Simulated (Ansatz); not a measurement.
An elastic tensor (GPa, Voigt order, standard axes) from the program Ansatz at the PBEsol level (PAW):

```
  216    113   95.0    0.0  -14.4    0.0
  113    118    104    0.0  -11.9    0.0
 95.0    104    192    0.0    6.4    0.0
  0.0    0.0    0.0   53.8    0.0    0.3
-14.4  -11.9    6.4    0.0   40.9    0.0
  0.0    0.0    0.0    0.3    0.0   83.2
```

Q: Pick the material that matches.
A) Al2GaN3, Cm (Pearson symbol mS24)
B) AlAu, P2_1/m (Al on 2e, Al on 2e, Au on 2e, Au on 2e)
C) MgZn3S4, Pm (Pearson symbol mP8)

A: B, AlAu, P2_1/m (Al on 2e, Al on 2e, Au on 2e, Au on 2e)

The workflow started from a Materials Project entry (that database holds measured and hypothetical structures alike); the Crystallography Open Database copy checked does not list it. Whether it is the stable phase at ambient conditions was not checked. The cell was relaxed with PBEsol under the symmetry of its start; whether a distortion lowers the energy is not shown. As this level gives no gap, shear constants depend on the k-mesh and smearing (Fermi–Dirac, 0.1 eV here). Scalar-relativistic: spin–orbit coupling is off unless named, which matters more the heavier the elements.

Potentials: the later of the program's two PAW sets.
